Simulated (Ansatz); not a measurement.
Method: Ansatz 0.2.0, DFT PBE, scalar-relativistic, plane waves, PAW. Settings: cutoff 420 eV, Γ-centred meshes spaced at most about 0.3 Å⁻¹, and about 0.25 Å⁻¹ or finer for metals (2π included), Gaussian smearing. No spin polarisation in the final relaxations.

All energies are static (0 K, no zero-point motion). All come from trial cells, and lower structures may exist.

Question: Order these relaxed structures of HfH by energy, lowest first, with the energy over the lowest of them.
1.

Space group Fm-3m (No. 225). a = 4.543 Å, b = 4.543 Å, c = 4.543 Å, α = 90.00°, β = 90.00°, γ = 90.00°
```
atom  site  symmetry       x       y       z
  Hf    4a      m-3m  0.0000  0.0000  0.0000
   H    4b      m-3m  0.5000  0.0000  0.0000
```

2.

Space group P6_3/mmc (No. 194). a = 3.326 Å, b = 3.326 Å, c = 6.037 Å, α = 90.00°, β = 90.00°, γ = 120.00°
```tsv
atom	site	symmetry	x	y	z
Hf	2b	-6m2	0.0000	0.0000	0.7500
H	2c	-6m2	0.6667	0.3333	0.7500
```

3.

Space group P6/mmm (No. 191). a = 3.155 Å, b = 3.155 Å, c = 3.739 Å, α = 90.00°, β = 90.00°, γ = 120.00°
```json
{"atom": "Hf", "site": "1b", "symmetry": "6/mmm", "x": "0.0000", "y": "0.0000", "z": "0.5000"}
{"atom": "H", "site": "1a", "symmetry": "6/mmm", "x": "0.0000", "y": "0.0000", "z": "0.0000"}
```

4.

Space group Pm-3m (No. 221). a = 2.905 Å, b = 2.905 Å, c = 2.905 Å, α = 90.00°, β = 90.00°, γ = 90.00°
```tsv
atom	site	symmetry	x	y	z
Hf	1b	m-3m	0.5000	0.5000	0.5000
H	1a	m-3m	0.0000	0.0000	0.0000
```

Answer: 1 (0 meV/atom), 2 (378 meV/atom), 4 (608 meV/atom), 3 (676 meV/atom). Forms: 1 rock salt type, Fm-3m; 2 P6_3/mmc; 4 caesium chloride type, Pm-3m; 3 P6/mmm. Counting H atoms around Hf (those within 1.25 times the shortest such distance or 1.15 times the sum of covalent radii): cell 1 has Hf 6; cell 2 has Hf 3; cell 4 has Hf 8; cell 3 has Hf 2.

These runs have no spin–orbit coupling, which can matter for Hf. With hydrogen, zero-point motion can shift such differences by 10 meV/atom or more. A magnetic state wasn't ruled out in cells without spin, among them Fm-3m, Pm-3m, P6/mmm. With atoms moved at random, Fm-3m came back. Other cells relaxed within their symmetry can be saddle points. Some candidate types were left out of the draw beforehand, so a known form may be missing.
